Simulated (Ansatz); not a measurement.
## RbCd: stable or not

The structure comes from a generated guess, relaxed at this level; another structure or a mixture of phases may lie lower.

These are results of DFT PBE, scalar-relativistic, plane waves, PAW (Ansatz 0.2.0), not measurements. Settings of the last relaxation (2-atom cell): 420 eV, 12×12×12 k points, Gaussian smearing of 0.10 eV, no spin polarisation.

```cif
data_structure
_symmetry_space_group_name_H-M 'P 1'
_symmetry_Int_Tables_number 1
_cell_length_a 4.5497
_cell_length_b 4.5497
_cell_length_c 4.5497
_cell_angle_alpha 90.000
_cell_angle_beta 90.000
_cell_angle_gamma 90.000
_cell_volume 94.18
loop_
_atom_site_label
_atom_site_type_symbol
_atom_site_fract_x
_atom_site_fract_y
_atom_site_fract_z
_atom_site_occupancy
Rb1 Rb 0.50000 0.50000 0.50000 1
Cd1 Cd 0.00000 0.00000 0.00000 1
```

Energies over the elements count from the elements' standard structures at the same level, with no fitted energy shifts.

Q: These tests were run: energy against the elements; phonons on a 2×2×2 q mesh; elastic tensor. What do they show?

A:

| test | result |
| --- | --- |
| energy against the elements | +0.03 eV/atom |
| phonons on a 2×2×2 q mesh | imaginary modes down to 14i cm⁻¹ |
| elastic tensor | least eigenvalue 3 GPa |

It fails one test: energy against the elements. It may still be a metastable minimum. Undecided within the accuracy: phonons on a 2×2×2 q mesh and elastic tensor.

For metals, differences of a few meV/atom aren't resolved. The run for the phonons used a 12×12×12 k mesh and Fermi–Dirac smearing of 0.15 eV. The run for the elastic tensor used a 12×12×12 k mesh and Fermi–Dirac smearing of 0.15 eV.
